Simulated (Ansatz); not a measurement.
**Fields on a plane of ZnInGaO4 (InGaZnO4 type, space group R3m)**

```
CELL_PARAMETERS angstrom
      1.65535     0.95571     8.58736
     -1.65535     0.95571     8.58736
      0.00000    -1.91143     8.58736
ATOMIC_POSITIONS crystal
  In 0.99693 0.99693 0.99693
  Ga 0.21290 0.21290 0.21290
  Zn 0.78126 0.78126 0.78126
  O  0.13651 0.13651 0.13651
  O  0.87897 0.87897 0.87897
  O  0.28863 0.28863 0.28863
  O  0.70480 0.70480 0.70480
```

The slice is a (0001) plane (indices of the conventional cell) through the point (0.137, 0.137, 0.137) (fractional), spanned by u = [1 0 -1] and v = [-1 2 -1] in vectors of this cell: u (3.31 Å) and v (5.73 Å, at 90° to u). It covers one period; positions are fractions (u, v).

Atoms on it: O at (0.00, 0.00); O at (0.50, 0.50). Other atoms lie within 1 Å of the plane.

Calculation: r2SCAN (plane waves to 500 eV, PAW, scalar-relativistic; Ansatz, an electronic-structure program). k mesh 12×12×12. Near the nuclei the fields are pseudised (PAW); where an atom keeps semicore shells as valence, they peak there. ZnInGaO4 was relaxed with its symmetry unable to fall.

| v \ u | 0.00 | 0.12 | 0.25 | 0.38 | 0.50 | 0.62 | 0.75 | 0.88 |
|---|---|---|---|---|---|---|---|---|
| 0.93 | 0.74 | 0.83 | 0.44 | 0.13 | 0.14 | 0.13 | 0.44 | 0.83 |
| 0.86 | 0.74 | 0.61 | 0.14 | 0.11 | 0.06 | 0.11 | 0.14 | 0.61 |
| 0.79 | 0.27 | 0.15 | 0.11 | 0.13 | 0.08 | 0.13 | 0.11 | 0.15 |
| 0.71 | 0.03 | 0.05 | 0.09 | 0.12 | 0.13 | 0.12 | 0.09 | 0.05 |
| 0.64 | 0.02 | 0.07 | 0.31 | 0.58 | 0.68 | 0.58 | 0.31 | 0.07 |
| 0.57 | 0.05 | 0.16 | 0.65 | 0.81 | 0.75 | 0.81 | 0.65 | 0.16 |
| 0.50 | 0.10 | 0.14 | 0.72 | 0.75 | x | 0.75 | 0.72 | 0.14 |
| 0.43 | 0.14 | 0.13 | 0.44 | 0.83 | 0.74 | 0.83 | 0.44 | 0.13 |
| 0.36 | 0.06 | 0.11 | 0.14 | 0.61 | 0.74 | 0.61 | 0.14 | 0.11 |
| 0.29 | 0.08 | 0.13 | 0.11 | 0.15 | 0.27 | 0.15 | 0.11 | 0.13 |
| 0.21 | 0.13 | 0.12 | 0.09 | 0.05 | 0.03 | 0.05 | 0.09 | 0.12 |
| 0.14 | 0.68 | 0.58 | 0.31 | 0.07 | 0.02 | 0.07 | 0.31 | 0.58 |
| 0.07 | 0.75 | 0.81 | 0.65 | 0.16 | 0.05 | 0.16 | 0.65 | 0.81 |
| 0.00 | x | 0.75 | 0.72 | 0.14 | 0.10 | 0.14 | 0.72 | 0.75 |

Values: electron localisation function (ELF). Points within 0.4 Å of a nucleus are blanked (x), as the pseudised field means little there.

```
|@%+:         :+%|
|*+-           -+|
|::             :|
|                |
|                |
|                |
|                |
|                |
|                |
|                |
|       :::      |
|      -+*+-     |
|     .+%@%+.    |
|     :*@@@*:    |
|     :+%@%+:    |
|      -+*+-     |
|       :::      |
|                |
|                |
|                |
|                |
|                |
|                |
|                |
|::             :|
|*+-           -+|
|@%+.         .+%|
|@@*:         :*@|
```
Scale: ten equal steps from 0.002 (start of ' ') to 0.095 (end of '@'), in the order ' .:-=+*#%@'. Values: density of the lowest conduction band (whole band as if filled, smooth part) in e/Å³. The map has 16 points along u (one character each, u = 0 at the left) and 28 along v (v = 0 in the bottom row).
